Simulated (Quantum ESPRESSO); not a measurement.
```cif
data_Ag4F24Rb8Rh4
_chemical_formula_sum 'F24 Rb8 Rh4 Ag4'
_space_group_name_H-M_alt 'Fm-3m'
_space_group_IT_number 225
_space_group_name_Hall '-F 4 2 3'
_cell_length_a 8.84447
_cell_length_b 8.84447
_cell_length_c 8.84447
_cell_angle_alpha 90.000
_cell_angle_beta 90.000
_cell_angle_gamma 90.000
loop_
_atom_site_label
_atom_site_type_symbol
_atom_site_symmetry_multiplicity
_atom_site_Wyckoff_symbol
_atom_site_fract_x
_atom_site_fract_y
_atom_site_fract_z
_atom_site_occupancy
F1 F 24 e 0.00000 0.00000 0.22962 1
Rb1 Rb 8 c 0.25000 0.25000 0.25000 1
Rh1 Rh 4 a 0.00000 0.00000 0.00000 1
Ag1 Ag 4 b 0.50000 0.50000 0.50000 1
```
(The calculation used a cell of 10 atoms; values per cell refer to that cell.)

The geometry is that of Materials Project entry mp-1110602, symmetrised and not relaxed again.

What does LDA (pw.x of Quantum ESPRESSO, ONCV potentials, scalar-relativistic) give for the electronic structure near the Fermi level?

The LDA gap is direct, 1.01 eV at X. Another valence extremum on the path lies within 0.02 eV, too close to call. Spin-orbit splittings are left out.

The structure is a Materials Project entry; no match was found in the copy of COD used, and its stability was not checked.
